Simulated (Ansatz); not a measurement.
Relax this structure to zero stress and force, keeping its symmetry:

```xyz
2
Lattice="0.0000 3.1022 3.1022 3.1022 0.0000 3.1022 3.1022 3.1022 0.0000" Properties=species:S:1:pos:R:3 pbc="T T T"
Y     3.1022    3.1022    3.1022
Sb    0.0000    0.0000    0.0000
```

Level of theory: Ansatz, DFT PBEsol, scalar-relativistic, plane waves, PAW.

Plane waves to 420 eV, a k mesh through Γ of 12×12×12 on the computed 2-atom cell and Gaussian smearing (0.10 eV); no spin polarisation.

What does it relax to?

The volume drops by 1.24 Å³/atom to 28.61 Å³/atom, and the energy falls by 10.3 meV/atom. Final structure:
```cif
data_structure
_symmetry_space_group_name_H-M 'Fm-3m'
_symmetry_Int_Tables_number 225
_cell_length_a 6.1171
_cell_length_b 6.1171
_cell_length_c 6.1171
_cell_angle_alpha 90.000
_cell_angle_beta 90.000
_cell_angle_gamma 90.000
_cell_volume 228.89
loop_
_atom_site_label
_atom_site_type_symbol
_atom_site_symmetry_multiplicity
_atom_site_Wyckoff_symbol
_atom_site_fract_x
_atom_site_fract_y
_atom_site_fract_z
_atom_site_occupancy
Y1 Y 4 b 0.50000 0.00000 0.00000 1
Sb1 Sb 4 a 0.00000 0.00000 0.00000 1
```